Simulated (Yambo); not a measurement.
**How GW settings move the gap: CaC₂**

G0W0@PBEsol for CaC2 (space group I4/mmm, No. 139) in Yambo. Reference settings: 6×6×6 Γ-centred k mesh, 88 bands and a 8 Ry block in the screening, 88 bands in G with the Bruneval-Gonze terminator, plasmon pole fitted at 27.2 eV. The PBEsol gap Z → X on this mesh is 1.04 eV; G0W0 gaps are taken between the same points.

```json
[
 {"change from the reference": "reference settings", "G0W0 gap Z → X (eV)": "2.85", "shift of the valence edge (eV)": "-0.92"},
 {"change from the reference": "31 bands in W, 31 bands in G", "G0W0 gap Z → X (eV)": "2.86", "shift of the valence edge (eV)": "-0.61"},
 {"change from the reference": "56 bands in W, 56 bands in G", "G0W0 gap Z → X (eV)": "2.86", "shift of the valence edge (eV)": "-0.84"},
 {"change from the reference": "pole fitted at 40 eV", "G0W0 gap Z → X (eV)": "2.87", "shift of the valence edge (eV)": "-0.99"},
 {"change from the reference": "31 bands in G, no terminator", "G0W0 gap Z → X (eV)": "2.58", "shift of the valence edge (eV)": "-0.15"},
 {"change from the reference": "56 bands in G, no terminator", "G0W0 gap Z → X (eV)": "2.74", "shift of the valence edge (eV)": "-0.58"}
]
```

The reference isn't shown to be the converged limit.

Geometry relaxed with PBEsol; primitive cell a = 4.164 Å, b = 4.164 Å, c = 4.164 Å, α = 125.39°, β = 125.39°, γ = 80.89°.

The structure is a Materials Project entry; no match was found in the copy of COD used, and its stability was not checked.

A shift is the quasiparticle energy of the state minus its PBEsol energy.
